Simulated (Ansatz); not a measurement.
Relaxing a structure of Cu

The start is a generated cell, Cu built in the diamond structure type. A full variable-cell relaxation at zero pressure is run with r2SCAN (plane waves to 500 eV, PAW, scalar-relativistic; Ansatz, a quantum-chemistry and plane-wave program). The first steps use a coarse 11×11×11 k-mesh.

The start:
```yaml
crystal:
  lattice:
    - [0.00000, 2.51456, 2.51456]
    - [2.51456, 0.00000, 2.51456]
    - [2.51456, 2.51456, 0.00000]
  atoms:
    - { symbol: Cu, position: [0.25000, 0.25000, 0.25000] }
    - { symbol: Cu, position: [0.00000, 0.00000, 0.00000] }
```

| Item | Result |
|---|---|
| Initial pressure | +11.9 GPa (positive: the cell is compressed) |
| Outcome | The space group stays Fd-3m (No. 227) (the run could not lower it); the end is diamond type, with 2 atoms in the primitive cell |
| Energy released | 0.07 eV/atom |
| Volume change | +13.9 %, from 15.90 to 18.11 Å³/atom |
| Shortest distances (start → end) | The closest pairs of elements (up to four, under 3.6 Å), start → end: Cu–Cu 2.18 → 2.27 Å |
| Optimiser moves | 5 |

The end point of the relaxation:

Space group Fd-3m, origin choice 1 (No. 227); a = 5.252 Å, b = 5.252 Å, c = 5.252 Å, α = 90.00°, β = 90.00°, γ = 90.00°

```
atom  site  symmetry       x       y       z
----  ----  --------  ------  ------  ------
Cu      8b      -43m  0.5000  0.5000  0.5000
```
(The calculation used a cell of 2 atoms; values per cell refer to that cell.)

Final values are on a 15×15×15 k-mesh of the relaxed cell. No spin polarisation in the result.

The run could not lose the symmetry of its start, so the end can be a saddle point.

All atoms sit on sites fixed by symmetry, so only the cell could relax.

The relaxed structure here is a generated cell of Cu: the first start was made by placing the elements on the sites of a structure type, and the end was not matched to a known phase here, so it may be hypothetical. Known forms of Cu include space group No. 225.
